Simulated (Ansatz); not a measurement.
TiSe2 (CdI2 type)

```cif
data_Se2Ti
_chemical_formula_sum 'Ti1 Se2'
_space_group_name_H-M_alt 'P 1'
_space_group_IT_number 1
_cell_length_a 3.48104
_cell_length_b 3.48104
_cell_length_c 5.87186
_cell_angle_alpha 90.000
_cell_angle_beta 90.000
_cell_angle_gamma 120.000
loop_
_space_group_symop_operation_xyz
  'x, y, z'
loop_
_atom_site_label
_atom_site_type_symbol
_atom_site_fract_x
_atom_site_fract_y
_atom_site_fract_z
_atom_site_occupancy
Ti1 Ti 0.00000 0.00000 0.00000 1
Se1 Se 0.66667 0.33333 0.26465 1
Se2 Se 0.33333 0.66667 0.73535 1
```

The volume is varied about the relaxed value V₀ at fixed cell shape. The atoms relax within the cell's symmetry.

Computed with PBE-D3(BJ) (plane waves to 420 eV, PAW, scalar-relativistic; Ansatz, a quantum-chemistry and plane-wave program). k mesh 15×15×8 (Γ-centred), Fermi-Dirac smearing 0.05 eV. The energy includes the smearing's −TS. Compression counts positive. TiSe2 is run without spin polarisation. TiSe2 was relaxed with its symmetry unable to fall. The zero of ΔE is the relaxed starting cell.

**Question.** Estimate the ΔE (meV/atom) and P (GPa) for V/V₀ = 0.880, 0.920, 1.080, 1.120, 1.160.

**Answer.** 
```json
[
 {"V/V₀": "0.880", "ΔE (meV/atom)": "56", "P (GPa)": "8.3"},
 {"V/V₀": "0.920", "ΔE (meV/atom)": "23", "P (GPa)": "4.8"},
 {"V/V₀": "1.080", "ΔE (meV/atom)": "16", "P (GPa)": "-2.9"},
 {"V/V₀": "1.120", "ΔE (meV/atom)": "34", "P (GPa)": "-3.9"},
 {"V/V₀": "1.160", "ΔE (meV/atom)": "56", "P (GPa)": "-4.7"}
]
```

(Under strain, the slope of the energy per volume gives the stress and its curvature an elastic modulus.)
